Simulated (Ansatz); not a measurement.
Relaxed Pt (fcc, Cu type):

```
Pt
1.0
    0.00000     3.97027     3.97027
    1.98513     1.98513     3.97027
    1.98513     1.98513     0.00000
Pt
2
Direct
  0.00000   0.00000   0.00000
  0.50000   0.00000   0.00000
```

A phonon eigenvector at X = (0.5, 0.5, 0.0) is frozen into this cell: atom i moves by Q times the vector below, so Q is the largest atomic displacement, in Å. The cell is held. (q is in reciprocal vectors of the primitive cell; the cell shown is doubled to hold the pattern.)

```json
[
 {"atom": "Pt1", "x": "0.000", "y": "0.000", "z": "-1.000"},
 {"atom": "Pt2", "x": "0.000", "y": "0.000", "z": "1.000"}
]
```

All values below come from PBE (plane waves to 420 eV, PAW, scalar-relativistic; Ansatz, a first-principles code). k mesh 20×20×20 (Γ-centred), Fermi-Dirac smearing 0.05 eV. With partly filled bands, energies and forces of such displacements shift with the k mesh and the smearing. Pt is run without spin polarisation. Pt was relaxed with its symmetry unable to fall. Spin-orbit coupling is left out, though Pt is heavy.

At one point of the scan the forces (eV/Å) are:

```tsv
atom	Fx	Fy	Fz
Pt1	0.000	0.000	-1.422
Pt2	0.000	0.000	1.422
```

Which point is it?
A) Q = -0.150 Å
B) Q = -0.180 Å
C) Q = -0.120 Å
D) Q = -0.060 Å

D, Q = -0.060 Å

(For displaced atoms, the force is minus the slope of the energy, and its curvature is a force constant, which sets phonon frequencies.)
